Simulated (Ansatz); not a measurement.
AlGa3N4:
```
CELL_PARAMETERS angstrom
      5.09748     0.00000     0.00000
      0.00000     3.13594     0.00000
     -0.00340     0.00000     5.42744
ATOMIC_POSITIONS crystal
  Al 0.00059 0.50000 0.66737
  Ga 0.49900 0.50000 0.33485
  Ga 0.49897 0.00000 0.83161
  Ga 0.99965 0.00000 0.16620
  N  0.11981 0.50000 0.33978
  N  0.11789 0.00000 0.82670
  N  0.62055 0.00000 0.16624
  N  0.63095 0.50000 0.66726
```

This is the LDA-relaxed structure. x, y and z are the axes in which the lattice vectors are written.

Task: All from DFT-LDA in the program Ansatz with PAW potentials, unless another level is named. Predict the piezoelectric stress constants (proper, relaxed ions, C/m²).

Result: e11 = -0.97, e12 = 0.51, e13 = 0.50, e24 = -0.03, e26 = e35 = 0.35.

Task: What about the vibrational entropy at 300 K?

Result: 14.6 J/(K·mol of atoms).

Task: And the Poisson's ratio?

Result: 0.26.

Space group Pm. The first step of the workflow began from a Materials Project structure, measured or hypothetical; the Crystallography Open Database copy checked does not list it. With Al and Ga taken as one species the cell has the higher symmetry P6_3mc, so it may be an ordered model of a mixed-site phase. Its standing as an ambient phase is unchecked. The LDA relaxation kept the symmetry of its start; phonons on a q-mesh show no instability.

Potentials: the later of the program's two PAW sets.
